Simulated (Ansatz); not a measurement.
The elements of this relaxed trial crystal are hidden behind letters.

```
lattice vectors (Å)
   4.0068    0.0000    0.0000
  -2.0034    3.4700    0.0000
   0.0000    0.0000    9.8138
fractional positions
X 0.0000 0.0000 0.0000
Z 0.3333 0.6667 0.6704
Z 0.6667 0.3333 0.3296
Q 0.3333 0.6667 0.1576
Q 0.6667 0.3333 0.8424
Q 0.0000 0.0000 0.5000
```

All numbers below come from Ansatz, DFT PBE, scalar-relativistic, plane waves, PAW. The final run on the 6-atom cell used 420 eV, a Γ-centred 12×12×4 mesh, 0.01 eV smearing and no spin polarisation.

| Quantity | Value |
| --- | --- |
| Space group | P-3m1 (No. 164) |
| Conventional cell | a = 4.007 Å, c = 9.814 Å |
| Volume per atom | 22.74 Å³ |
| Density | 5.92 g/cm³ |
| Energy over the elements | −0.725 eV/atom |
| Gap on the 12×12×4 mesh of the 6-atom cell | 0.19 eV |

Energies are uncorrected and count from the elements' standard states at the same level.

Question: X is an s-block element of period 3, Z is a d-block element of period 5 and Q is a p-block element of period 4. Which elements are they?

Answer: X = Mg, Z = Cd, Q = Se, so the formula is MgCd2Se3. Density times volume gives a mean mass of 5.92 × 22.74/1.6605 = 81.1 u per atom, and this set has 81.0 u. Among the elements that the hints allow, noble gases aside, only these give it. Mg is surrounded by 6 Se at 2.78 Å; Cd is surrounded by 6 Se at 2.85–2.86 Å; around Se on a site of symmetry 3m lie 3 Mg at 2.78 Å and 3 Cd at 2.86 Å; 1 more site not described.

Kohn–Sham gaps at this level usually fall short of measured ones. Symmetry constrained the relaxation, so the result can be a saddle point.
